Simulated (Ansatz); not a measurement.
Tc (hcp (Mg type), P6_3/mmc) is relaxed with the program Ansatz at the r²SCAN level (PAW). What lattice parameters of the conventional cell result?

a = 2.737 Å, c = 4.381 Å.

Symmetry was held in the r²SCAN relaxation. No spin polarisation was allowed. Axis ratios of metals converge slowly with the k-mesh, so a and c are less sure than the volume.

Potentials: the earlier of the program's two PAW sets.
